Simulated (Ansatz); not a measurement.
Relaxed candidate structures of BaAlGeH:

**A**
```xyz
4
Lattice="5.1309 0.0000 0.0000 0.0000 5.1309 0.0000 0.0000 0.0000 4.6715" Properties=species:S:1:pos:R:3 pbc="T T T"
Al     2.5655     2.5655     2.3358
Ba     0.0000     0.0000     2.3358
Ge     2.5655     2.5655     0.0000
H      0.0000     0.0000     0.0000
```

**B**
```
BaAlGeH
1.0
   -1.85491     1.85491     5.96512
    1.85491    -1.85491     5.96512
    1.85491     1.85491    -5.96512
Al Ba Ge H
1 1 1 1
Direct
  0.19659   0.19659   0.00000
  0.46943   0.46943   0.00000
  0.75522   0.75522   0.00000
  0.04919   0.04919   0.00000
```

**C**
```xyz
4
Lattice="4.3458 0.0000 0.0000 -2.1729 3.7636 0.0000 0.0000 0.0000 5.2655" Properties=species:S:1:pos:R:3 pbc="T T T"
Al     2.1729     1.2545     2.2168
Ba     0.0000     2.5090     5.0593
Ge     0.0000     0.0000     2.6783
H      2.1729     1.2545     0.4957
```

**D**
```xyz
8
Lattice="3.4461 -3.4765 0.0000 3.4461 3.4765 0.0000 0.0000 0.0000 9.0539" Properties=species:S:1:pos:R:3 pbc="T T T"
Al     3.4461    -0.6651     6.7904
Al     3.4461     0.6651     2.2635
Ba     0.0000     0.0000     4.5270
Ba     0.0000     0.0000     0.0000
Ge     3.4461     0.0000     4.5270
Ge     3.4461     0.0000     0.0000
H      3.4461    -2.3262     6.7904
H      3.4461     2.3262     2.2635
```

Question: Rank these by energy per atom (lowest first), as r2SCAN (plane waves to 500 eV, PAW, scalar-relativistic; Ansatz, a first-principles code) gives it.

Answer: C (reference, the lowest of the structures calculated here), B (+0.33 eV/atom), D (+0.40 eV/atom), A (+0.94 eV/atom)

Question: Which candidates are metallic at this level, and what gaps do the others have?

Answer: No gap: A, B, D. C: 1.03 eV (no spin-orbit coupling).

Probably no minimum, since a slightly shaken restart fell lower: I4mm, tI8 (by 0.33 eV/atom, to P3m1). Each run could gain symmetry but not lose that of its start, so entries can be saddle points. From databases, or of a type measured for this composition: P3m1, hP4; the others are generated cells (placed on structure types, drawn at random, substituted or restacked) that were not matched to a known phase here. Energies are at zero temperature and pressure, without zero-point motion. No spin polarisation in the result.
